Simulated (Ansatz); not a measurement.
Here is an unrelaxed guess for SnGe3Se4.

Space group P4/mmm (No. 123). a = 4.128 Å, b = 4.128 Å, c = 11.676 Å, α = 90.00°, β = 90.00°, γ = 90.00°
| atom | site | symmetry | x | y | z |
| --- | --- | --- | --- | --- | --- |
| Sn | 1c | 4/mmm | 0.5000 | 0.5000 | 0.0000 |
| Ge | 2g | 4mm | 0.0000 | 0.0000 | 0.7500 |
| Ge | 1d | 4/mmm | 0.5000 | 0.5000 | 0.5000 |
| Se | 1b | 4/mmm | 0.0000 | 0.0000 | 0.5000 |
| Se | 2h | 4mm | 0.5000 | 0.5000 | 0.2500 |
| Se | 1a | 4/mmm | 0.0000 | 0.0000 | 0.0000 |

Theory: DFT PBE, scalar-relativistic, plane waves, PAW (Ansatz 0.2.0). Cutoff 420 eV; k points 4×4×2 on the computed 8-atom cell (Γ-centred); Gaussian smearing, width 0.10 eV; no spin polarisation.

Formation energies are uncorrected and refer to the elements' standard structures at the same level. The references include grey tin.

Task: How far from equilibrium is it?

Result: The pressure is -2.0 GPa (the mean over three directions, positive in compression), the largest force is 0.36 eV/Å, and the energy is −0.24 eV/atom against the elements. The shortest distance is 2.92 Å.

Task: Is it a good guess?

Result: A good one: relaxing gains under 0.1 eV/atom (the start's value is from the coarse mesh, so the gain is rough) in 5 ionic steps and ends at −0.25 eV/atom on the finer mesh. The symmetry stays P4/mmm (No. 123). The volume per atom shrinks by 3.1 %, from 24.9 to 24.1 Å³. The shortest distance goes from 2.92 Å (Ge–Se and Sn–Se) to 2.79 Å (Ge–Se). Conventional cell: a = 4.086 Å, c = 11.543 Å. Around Sn lie 6 Se at 2.89–2.98 Å; around Ge on a site of symmetry 4mm lie 6 Se at 2.81–2.96 Å; Se on a site of symmetry 4/mmm has 6 Ge at 2.81–2.89 Å; 3 more sites not described.

The last run used a 10×10×4 mesh (in the run's order of axes) for its 8-atom cell and Gaussian smearing of 0.10 eV. The reference form of Se is held partly by dispersion forces, which this level lacks. The relaxation can't lower the symmetry of the start, and the grade says only how near the guess is to its own end. Symmetry constrained the relaxation, so the result can be a saddle point. Another cell of SnGe3Se4 relaxed alike, in R-3m, lies 14 meV/atom lower, so this cell isn't the stable form at this level.
